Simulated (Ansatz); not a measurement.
## InSb, first-principles data

InSb (rock salt, space group No. 225), a = b = c = 5.9794 Å, α = β = γ = 90.00°; the cell used has 2 atoms.

Space group Fm-3m (No. 225), rock salt; conventional cell a = b = c = 5.9794 Å, α = β = γ = 90.00°.

Method: the program Ansatz at the LDA level (PAW). Structure relaxed to zero pressure with the same functional. Other levels are named where they apply.

**Cell and energy**

- Volume per atom: 26.72 Å³
- Density: 7.35 g/cm³
- Formation energy from the elements (no fitted shifts): -0.7 kJ/mol of atoms

**Electronic structure**

Electronic character: metallic (no gap)
Density of states at the Fermi level: 0.59 states/eV per atom (mean over ±0.08 eV)

**Mechanics**

- Bulk modulus (Birch–Murnaghan fit): 60.6 GPa
- Pressure derivative B′: 4.8
- Elastic constants (relaxed ions, GPa): C11 = 129, C12 = 25.9, C44 = 7.7
- Mechanical stability: stable (all eigenvalues of C positive)
- Hill bulk and shear moduli: 60.4 and 18.5 GPa
- Young's modulus: 50.3 GPa
- Poisson's ratio: 0.36
- Debye temperature from the elastic constants: 178 K

**Phonons**

Highest zone-centre frequency: 111 cm⁻¹
Zone-centre stability: no imaginary mode at Γ

The workflow started from a Materials Project entry (that database holds measured and hypothetical structures alike); the Crystallography Open Database copy checked does not list it. It is not the phase usual at ambient conditions (space group No. 216). The cell was relaxed with LDA under the symmetry of its start. As this level gives no gap, shear constants depend on the k-mesh and smearing (Fermi–Dirac, 0.1 eV here). As this level gives no gap, phonon frequencies hold no LO–TO term and depend on the k-mesh and smearing (Fermi–Dirac, 0.1 eV here). The references are the lowest solids computed at this level, not always the standard phases. Spin–orbit coupling is left out wherever it is not named.

Potentials: the later of the program's two PAW sets.
